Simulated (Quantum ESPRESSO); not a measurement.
Al₂ZnSiN₄ (made-up cell) (calculated)

Calculation on a made-up crystal cell, not a measurement, run twice, once with a planted mistake found by running each candidate: periodic Kohn-Sham density functional theory in plane waves with PseudoDojo standard norm-conserving scalar-relativistic pseudopotentials, each functional with its own files (v0.5 for PBE, v0.4.1 for LDA and PBEsol), no spin polarisation, no spin-orbit coupling, atoms not relaxed, stress positive in tension, energies less a fixed whole-eV offset for each atom's element; levels are Kohn-Sham levels at fractions of this cell's reciprocal vectors, counted from the reference band (half the neutral cell's valence electrons, rounded up) at Gamma; error bars cover cutoff and k-mesh only, not smearing or the files; a charged cell sits in a uniform background, with energy and stress on this program's zero of potential; each bar is the largest change over components, and at least 0.002 eV, 0.002 eV per angstrom or 0.02 GPa; energies are for the whole cell, and the offsets were chosen from early runs and are not element reference energies; a distance is the largest change of any value in units of its error bar, a scale change is of lengths, and a coarse mesh keeps the half-step shift. Program: Quantum ESPRESSO 7.5.

### Al₂ZnSiN₄ (made-up cell)

Intended structure:
```
CELL_PARAMETERS angstrom
4.32460 0.00000 0.00000
0.00000 4.32460 0.00000
0.00000 0.00000 4.32460
ATOMIC_POSITIONS crystal
Al 0.01010 0.99232 0.99711
Zn 0.01050 0.48182 0.49676
Si 0.50021 0.02107 0.49672
Al 0.50516 0.50881 0.99595
N 0.26553 0.25006 0.25170
N 0.25283 0.75570 0.73711
N 0.78599 0.25894 0.74270
N 0.74307 0.73898 0.22714
```

- lattice type: zincblende/diamond
- intended functional: pbe
- intended cutoff: 1143 eV
- intended fermi dirac smearing: 0.025 eV
- intended scf tolerance: 1e-07 eV
- intended electrons removed: 0
- healthy free energy less offsets: -2.966 eV
- healthy smearing term minus ts: 0 eV
- healthy scf iterations: 11
- healthy pressure: 13.41 GPa
- healthy stress xx: -13.52 GPa
- healthy stress yy: -13.32 GPa
- healthy stress zz: -13.39 GPa
- healthy stress yz: 1 GPa
- healthy stress xz: 3.46 GPa
- healthy stress xy: -2.94 GPa
- faulty free energy less offsets: -3.087 eV
- faulty smearing term minus ts: 0 eV
- faulty scf iterations: 11
- faulty pressure: 8.35 GPa
- faulty stress xx: -8.48 GPa
- faulty stress yy: -8.29 GPa
- faulty stress zz: -8.28 GPa
- faulty stress yz: 0.77 GPa
- faulty stress xz: 3.28 GPa
- faulty stress xy: -2.6 GPa
- candidate k points along each vector: 2
- candidate cutoff: 829 eV
- candidate smearing: 0.62 eV
- candidate functional: pbesol
- candidate scf tolerance: 0.4 eV
- candidate electrons removed: 1
- candidate scale change: 0.73 percent
- candidate first exchanged site: 2
- candidate second exchanged site: 3
- intended k mesh: 4 x 4 x 4, shifted by half a step
- structure shown: as intended, without the mistake
- fault kind: cell scaled
- other mistakes run: 7
- distance from healthy: 255.5 error bars
- distance from nearest other mistake: 268.3 error bars
- healthy error bar energy: 0.002571 eV
- healthy error bar stress: 0.02 GPa
- healthy error bar force: 0.002 eV/Å

Atoms:
```
atoms element  atom site  atom energy offset (eV)
           Al          1                      -64
           Zn          2                    -5687
           Si          3                     -115
           Al          4                      -64
            N          5                     -283
            N          6                     -283
            N          7                     -283
            N          8                     -283
```

Healthy forces:
```
site  x (eV/Å)  y (eV/Å)  z (eV/Å)
   1    -0.308     0.152     0.302
   2     0.383     3.037    -1.834
   3     1.205     -1.81     0.119
   4    -0.439    -1.209    -1.482
   5     2.294    -2.535    -1.461
   6      2.89     2.364     0.094
   7    -5.796    -3.854     2.065
   8    -0.229     3.856     2.196
```

Faulty forces:
```
site  x (eV/Å)  y (eV/Å)  z (eV/Å)
   1    -0.308     0.131     0.253
   2      0.36     2.865    -1.718
   3     1.102    -1.733     0.073
   4    -0.375    -1.104    -1.371
   5     2.233    -2.463    -1.349
   6     2.785     2.296     0.121
   7    -5.557    -3.694      1.95
   8    -0.241     3.701     2.041
```

Candidate mistake: coarse kmesh, low cutoff, wide smearing, wrong functional, loose scf, wrong charge, cell scaled, atoms exchanged
